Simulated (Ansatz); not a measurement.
TiAl:
```
CELL_PARAMETERS angstrom
      3.15608     0.00000     0.00000
      0.00000     3.15608     0.00000
      0.00000     0.00000     3.15608
ATOMIC_POSITIONS crystal
  Ti 0.00000 0.00000 0.00000
  Al 0.50000 0.50000 0.50000
```

Relaxed with PBEsol. Special points in fractions of this cell's reciprocal vectors: Γ (0.000, 0.000, 0.000); X (0.000, 0.500, 0.000); M (0.500, 0.500, 0.000); R (0.500, 0.500, 0.500).

### Question
List the band energies nearest the Fermi level at these points for PBEsol in the plane-wave PAW code Ansatz.

### Answer
In eV from the Fermi level; about four levels below and three above (degenerate sets whole), none deeper than 8.9 eV; points with the same levels are listed once.

```csv
k,below,above
Γ,-1.48 -1.48,1.85 1.85 1.85
X,-6.04 -5.24 -0.56,0.15 0.15 2.06
M,-5.06 -2.09 -2.09 -1.50,0.71 0.71 2.85
R,-3.16 -3.16 -3.16,0.79 2.92 2.92
```

Space group Pm-3m (CsCl type). The first step of the workflow began from a Materials Project structure, measured or hypothetical; the Crystallography Open Database copy checked does not list it. With Ti and Al taken as one species the cell has the higher symmetry Im-3m, so it may be an ordered model of a mixed-site phase. It is not the phase usual at ambient conditions (space group No. 123). The PBEsol relaxation kept the symmetry of its start. At this level the phase is mechanically unstable. The run is not spin-polarised.

Potentials: the earlier of the program's two PAW sets.
